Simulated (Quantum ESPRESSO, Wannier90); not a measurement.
**KHgF3 (Cmmm), plane waves to Wannier functions**

```xyz
5
Lattice="3.2020 -3.2081 0.0000 3.2020 3.2081 0.0000 0.0000 0.0000 4.5244" Properties=species:S:1:pos:R:3 pbc="T T T"
K      0.0000     0.0000     2.2622
Hg     3.2020     0.0000     0.0000
F      1.6010     1.6040     0.0000
F      1.6010    -1.6040     0.0000
F      3.2020     0.0000     2.2622
```

Materials Project entry mp-7483; symmetrised, unrelaxed at this level. COD (Crystallography Open Database) has an entry of this formula and space group (matched by these alone). The atoms lie within 0.1 Å of the higher space group Pm-3m. Method: LDA plane waves in Quantum ESPRESSO 7.5 (PseudoDojo norm-conserving files, 68 Ry, no spin polarisation, no spin-orbit coupling), Bloch states on a 6×6×6 mesh through Γ, Wannier90 4.0.1. Density: 8×8×8 mesh, Gaussian smearing 0.01 Ry. Spin-orbit coupling is left out although heavy elements are present.

A tight-binding model is made by disentanglement and projection with no localisation steps (num_iter = 0), so the 22 orbitals stay atom-like: hydrogen-like K: s; Hg: s;p;d; F: s;p, axes along x, y, z; frozen window up to 1.81 eV relative to the valence-band maximum. It follows pw.x to 0.6 meV rms for states up to 1.3 eV relative to the valence-band maximum. Matrix elements depend on this choice of orbitals and windows. Bands 9–11 (K 3p 100 %) lie between the kept ones and are excluded.

The 45 largest hoppings ⟨m,0|H|n,R⟩ between different sites (one of each Hermitian pair; signs follow the real orbitals' lobes; the list may end inside a set of equal values):

```tsv
m	n	R	distance of the centres (Å)	t (eV)
F5 s	Hg2 dz2	0 0 0	2.26	-1.289
F5 s	Hg2 dz2	0 0 1	2.26	-1.289
F5 pz	Hg2 dz2	0 0 0	2.26	1.271
F5 pz	Hg2 dz2	0 0 1	2.26	-1.271
F5 pz	Hg2 s	0 0 0	2.26	1.118
F5 pz	Hg2 s	0 0 1	2.26	-1.118
F3 s	Hg2 dxy	0 0 0	2.27	1.106
Hg2 dxy	F3 s	1 0 0	2.27	1.106
F4 s	Hg2 dxy	0 0 0	2.27	-1.106
Hg2 dxy	F4 s	0 1 0	2.27	-1.106
F5 pz	Hg2 pz	0 0 0	2.26	0.971
F5 pz	Hg2 pz	0 0 1	2.26	0.971
F3 s	K1 s	0 0 0	3.20	0.886
F4 s	K1 s	0 0 0	3.20	0.886
K1 s	F3 s	0 0 1	3.20	0.886
K1 s	F4 s	0 0 1	3.20	0.886
F3 s	K1 s	0 1 -1	3.20	0.886
F3 s	K1 s	0 1 0	3.20	0.886
F4 s	K1 s	1 0 -1	3.20	0.886
F4 s	K1 s	1 0 0	3.20	0.886
F5 s	K1 s	0 0 0	3.20	0.883
F5 s	K1 s	1 1 0	3.20	0.883
F5 s	K1 s	0 1 0	3.21	0.881
F5 s	K1 s	1 0 0	3.21	0.881
F3 py	Hg2 s	0 0 0	2.27	0.788
F4 py	Hg2 s	0 0 0	2.27	-0.788
Hg2 s	F4 py	0 1 0	2.27	0.788
Hg2 s	F3 py	1 0 0	2.27	-0.788
F3 px	Hg2 s	0 0 0	2.27	-0.785
F4 px	Hg2 s	0 0 0	2.27	-0.785
Hg2 s	F4 px	0 1 0	2.27	0.785
Hg2 s	F3 px	1 0 0	2.27	0.785
F3 py	Hg2 dxy	0 0 0	2.27	-0.774
F4 py	Hg2 dxy	0 0 0	2.27	-0.774
Hg2 dxy	F4 py	0 1 0	2.27	0.774
Hg2 dxy	F3 py	1 0 0	2.27	0.774
F3 px	Hg2 dxy	0 0 0	2.27	0.771
F4 px	Hg2 dxy	0 0 0	2.27	-0.771
Hg2 dxy	F4 px	0 1 0	2.27	0.771
Hg2 dxy	F3 px	1 0 0	2.27	-0.771
F3 s	Hg2 dz2	0 0 0	2.27	0.639
F4 s	Hg2 dz2	0 0 0	2.27	0.639
Hg2 dz2	F4 s	0 1 0	2.27	0.639
Hg2 dz2	F3 s	1 0 0	2.27	0.639
F3 py	Hg2 px	0 0 0	2.27	-0.633
```
